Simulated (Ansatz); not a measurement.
Mg6Si7Ni16 in space group Fm-3m (No. 225; Pearson symbol cF116), DFT-PBE in the program Ansatz with PAW potentials, all energies at zero smearing, with the estimated change up to a 700 eV cutoff added, with one set of potentials and settings (totals compare only within such a set). Cell of 29 atoms (6 Mg, 7 Si, 16 Ni): -109444.840 eV.

```csv
element,reference phase,E (eV/atom)
Mg,"P6_3/mmc, 2 atoms in the cell",-1923.8026
Si,"Fd-3m, 2 atoms in the cell",-635.8096
Ni,"Fm-3m, 1 atoms in the cell, spin-polarised",-5839.7239
```

Formation energy per atom, worked out: (-109444.840 − 6×(-1923.8026) − 7×(-635.8096) − 16×(-5839.7239))/29 = -0.544 eV/atom (-52 kJ per mol of atoms), at 0 K, without zero-point energy or fitted corrections.

The workflow started from a Materials Project entry (that database holds measured and hypothetical structures alike); the Crystallography Open Database copy checked does not list it. Whether it is the stable phase at ambient conditions was not checked. Symmetry was held in the PBE relaxation; whether a distortion lowers the energy is not shown. No spin polarisation was allowed. The references are the lowest solids computed at this level, not always the standard phases.

Potentials: the later of the program's two PAW sets.
